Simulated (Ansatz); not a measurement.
## Cu (P6_3/mmc), clamped-ion strain scan

All numbers below come from DFT r2SCAN, scalar-relativistic, plane waves, PAW in Ansatz. The runs took a 500 eV cutoff, a Γ-centred 24×24×6 mesh and Gaussian smearing (0.15 eV). No spin polarisation. Energies are free energies at this smearing, counted from the undisturbed cell; pressure is positive in compression.

Reference structure (relaxed at this level; this form isn't the usual structure):

```xyz
4
Lattice="2.5293 0.0000 0.0000 -1.2647 2.1905 0.0000 0.0000 0.0000 8.2639" Properties=species:S:1:pos:R:3 pbc="T T T"
Cu    0.0000    0.0000    0.0000
Cu    0.0000    1.4603    2.0660
Cu    0.0000    0.0000    4.1320
Cu    1.2647    0.7302    6.1980
```

The cell is strained by ε times the Voigt pattern (0, 1, 0, 0, 0, 0) (xx, yy, zz, yz, xz, xy; engineering shear) with fractional coordinates fixed. The cell is metallic on the mesh throughout.

| ε | ΔE (meV/atom) | stress summed along the pattern (GPa, tension positive) | pressure (GPa) |
| --- | --- | --- | --- |
| -0.1000 | ? | -39.05 | ? |
| -0.0500 | 26.8 | -16.07 | 9.9 |
| 0.0000 | 0.0 | 0.13 | 0.0 |
| 0.0250 | 5.8 | 6.20 | -3.7 |
| 0.0750 | 44.4 | 14.57 | -9.2 |

Problem. Give the withheld values.

Solution. ΔE (meV/atom) at ε = -0.1000: 122.6; pressure (GPa) at ε = -0.1000: 24.3.

Cost: 5 runs of about 4.6 core-minutes in all, on AMD EPYC 9R45 (Zen 5) (shared hosts).